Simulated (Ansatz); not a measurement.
A geometry of PtSe2 away from equilibrium: step 3 of the relaxation of a relaxed PtSe2 cell with one Se and one Pt atom exchanged in a cell of 3 atoms. Level of theory: r2SCAN (plane waves to 500 eV, PAW, scalar-relativistic; Ansatz, an electronic-structure program). Γ-centred k-mesh 7×7×4 on the run's cell (coarser than for final values), Fermi–Dirac smearing 0.05 eV. The plane waves were selected for a different cell earlier on the path.

```xyz
3
Lattice="3.6358 0.0000 0.0000 -1.8179 3.1487 0.0000 0.0000 0.0000 5.7562" Properties=species:S:1:pos:R:3 pbc="T T T"
Se     0.0000     0.0000     0.1361
Pt     0.0000     2.0991     1.5439
Se     1.8179     1.0496     4.0762
```

Problem. What forces act on the atoms (eV/Å)?

Solution. 
```json
[
 {"atom": "Se1", "Fx": "0.00", "Fy": "0.00", "Fz": "0.57"},
 {"atom": "Pt2", "Fx": "0.00", "Fy": "0.00", "Fz": "0.80"},
 {"atom": "Se3", "Fx": "0.00", "Fy": "0.00", "Fz": "-1.37"}
]
```

The path ends in P-3m1 (No. 164) (CdI2 type). No spin polarisation in the result. Without a van der Waals term the distances between weakly bound units are poorly fixed.

The run could not lose the symmetry of its start.
